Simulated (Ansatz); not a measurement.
## MgMn3NiO8 — quadrupolar parameters

The cell is a Materials Project structure (computed, not necessarily an observed phase), taken as it stands.

Space group R-3m:H (No. 166); a = 5.8988, c = 14.5818 Å, γ = 120.00°.

```
site  Wyckoff  site symmetry       x       y       z
  Mg       3a            -3m  0.0000  0.0000  0.0000
  Mn       9e           .2/m  0.6667  0.8333  0.3333
  Ni       3b            -3m  0.0000  0.0000  0.5000
  O6      18h             .m  0.8454  0.6909  0.4033
  O9       6c             3m  0.0000  0.0000  0.2659
```

One atom of each set is listed; the run and its k-mesh use a cell of 13 atoms with edges of 5.93, 5.93, 5.93 Å.

Level of theory: DFT, PBE, plane waves and PAW, scalar-relativistic, collinear spin, 420 eV cutoff, Γ-centred 4×4×4 k-points, Fermi–Dirac smearing 0.02 eV (Ansatz 0.2.0). Start moments as typed (μB): 3 on each Mn, 2 on each Ni, none on the rest.

C_Q = eQV_zz/h, which is 24.18 MHz for Q = 1 b and V_zz = 10²¹ V/m²; η = (V_xx − V_yy)/V_zz.

Mg-25: I = 5/2, Q = 199.4 mb; ⁵⁵Mn: I = 5/2, Q = 330.0 mb; Ni-61: I = 3/2, Q = 162.0 mb; O-17: I = 5/2, Q = -25.58 mb. Q values from Pyykkö, Mol. Phys. 116, 1328 (2018).

Problem. What field gradients does the calculation give at each kind of site?

Solution. 

```tsv
site	atoms	first shell	V_zz (10²¹ V/m²)	η	C_Q (MHz)
Mg	1	6 O at 2.09 Å	0.66	0.00	3.17
Mn	3	6 O at 1.94–1.97 Å	2.52	0.35	20.1
Ni	1	6 O at 2.12 Å	-0.84	0.00	-3.28
O6	6	2 Mn at 1.94 Å, 1 Mg at 2.09 Å, 1 Ni at 2.12 Å	2.65	0.95	-1.64
O9	2	3 Mn at 1.97 Å	-3.35	0.00	2.07
```

An axis of threefold or higher order runs through Mg, Ni and O9, so V_zz lies along it and η is zero.

At this cell the PBE pressure is -6 GPa, so with PBE the cell would shrink if it were relaxed. The entry's cell may itself be off. The largest force is 0.5 eV/Å, so the atoms aren't at the calculated equilibrium and relaxing them would move these values. The moments were started parallel, and the run ended with some of them reversed. The program didn't check the stability of this electronic state in full, so a lower one may lie near. With these PAW files V_zz is typically within 2 to 3 % of all-electron values, but misses above 10 % occur on Ni. With a gap of 1.0 eV on this mesh, small gradients can still move by 0.1 × 10²¹ V/m² or more as the k-mesh gets denser. The magnetic order is the one that the run reached from its start moments, not necessarily the measured one. Where η is near 1 the sign of V_zz means little.
